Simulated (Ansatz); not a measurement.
The elements of this relaxed trial crystal are hidden behind letters.

```
lattice vectors (Å)
   3.1068    0.0000    0.0000
  -1.5534    2.6906    0.0000
   0.0000    0.0000   11.6664
fractional positions
X 0.0000 0.0000 0.7139
X 0.0000 0.0000 0.2861
Z 0.6667 0.3333 0.5583
Z 0.0000 0.0000 0.9131
Z 0.3333 0.6667 0.4417
Z 0.0000 0.0000 0.0869
```

Computed with DFT PBE+D3(BJ), scalar-relativistic, plane waves, PAW in Ansatz 0.2.0. Cutoff 420 eV, Γ-centred 15×15×4 mesh (6-atom cell), Gaussian smearing of 0.10 eV, no spin polarisation.

- Space group: P-3m1 (No. 164)
- Conventional cell: a = 3.107 Å, c = 11.666 Å
- Volume per atom: 16.25 Å³
- Density: 2.35 g/cm³
- Formation energy: +0.03 eV/atom
- Gap on the 15×15×4 mesh of the 6-atom cell: 0 eV (a metal)

Energies are uncorrected and count from the elements' standard states at the same level.

Problem. X is an s-block element of period 2 and Z is a p-block element of period 3. Which elements are they?

Solution. X = Li, Z = P, so the formula is LiP2. Density times volume gives a mean mass of 2.35 × 16.25/1.6605 = 23.0 u per atom, and this set has 23.0 u. Among the elements that the hints allow, noble gases aside, only these give it. Li is surrounded by 1 P at 2.32 Å and 3 P at 2.55 Å; P on its first site is surrounded by 3 P at 2.25 Å and 3 Li at 2.55 Å; P on its second site is surrounded by 1 P at 2.03 Å and 1 Li at 2.32 Å.

A structure relaxed within its symmetry needn't be a true minimum.
